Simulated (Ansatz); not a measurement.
The start is a generated trial cell of Si2W in the MoSi2 structure type. The structure is fully relaxed (lattice and positions, P = 0) with PBE (plane waves to 420 eV, PAW, scalar-relativistic; Ansatz, a quantum-chemistry and plane-wave program). The first steps use a coarse 10×10×10 k-mesh.

Initial structure:
```
Si2W
1.0
   -1.61251     1.61251     3.94667
    1.61251    -1.61251     3.94667
    1.61251     1.61251    -3.94667
W Si
1 2
Direct
  0.00000   0.00000   0.00000
  0.33530   0.33530   0.00000
  0.66470   0.66470   0.00000
```

### Question
Is the relaxed structure metallic? Give its gap.

### Answer
No gap (metallic).

### Question
Give the final cell and atomic positions.

### Answer

```cif
data_Si4W2
_chemical_formula_sum 'W2 Si4'
_space_group_name_H-M_alt 'I4/mmm'
_space_group_IT_number 139
_space_group_name_Hall '-I 4 2'
_cell_length_a 3.22916
_cell_length_b 3.22916
_cell_length_c 7.86724
_cell_angle_alpha 90.000
_cell_angle_beta 90.000
_cell_angle_gamma 90.000
loop_
_atom_site_label
_atom_site_type_symbol
_atom_site_symmetry_multiplicity
_atom_site_Wyckoff_symbol
_atom_site_fract_x
_atom_site_fract_y
_atom_site_fract_z
_atom_site_occupancy
W1 W 2 a 0.00000 0.00000 0.00000 1
Si1 Si 4 e 0.00000 0.00000 0.33458 1
```
(The calculation used a cell of 3 atoms; values per cell refer to that cell.)

The space group stays I4/mmm (No. 139) (the run could not lower it); the end is AFLOW prototype AB2_tI6_139_a_e (C11_b, as in Si2Mo), with 3 atoms in the primitive cell. Final values are on a 20×20×20 k-mesh of the relaxed cell. No spin polarisation in the result.

The run could not lose the symmetry of its start.
